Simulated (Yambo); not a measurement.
G0W0@PBE for BeSe (zinc blende, space group F-43m, No. 216) in Yambo. Reference settings: 4×4×4 Γ-centred k mesh, bands 11 to 156 and a 15 Ry block in the screening, 156 bands in G with the Bruneval-Gonze terminator, plasmon pole fitted at 27.2 eV. The PBE gap Γ → X on this mesh is 2.62 eV; G0W0 gaps are taken between the same points.

With and without the terminator, as bands are cut:

```json
[
 {"bands in G (in W)": "54 (156)", "gap, terminator (eV)": "3.678", "gap, none (eV)": "3.546", "valence shift, terminator (eV)": "-0.873", "valence shift, none (eV)": "-0.593"},
 {"bands in G (in W)": "98 (156)", "gap, terminator (eV)": "3.675", "gap, none (eV)": "3.627", "valence shift, terminator (eV)": "-0.874", "valence shift, none (eV)": "-0.777"},
 {"bands in G (in W)": "156 (156)", "gap, terminator (eV)": "3.673", "gap, none (eV)": "3.655", "valence shift, terminator (eV)": "-0.871", "valence shift, none (eV)": "-0.835"}
]
```

Over this range the gap spans 0.005 eV with the terminator and 0.109 eV without, the valence shift 0.003 eV and 0.242 eV. Neither column has reached its limit for certain.

Spin-orbit coupling is not included.

Geometry relaxed with PBEsol; primitive cell a = b = c = 3.6276 Å, α = β = γ = 60.00°.

A shift is the quasiparticle energy of the state minus its PBE energy.

The potentials are those of PseudoDojo's stringent table.
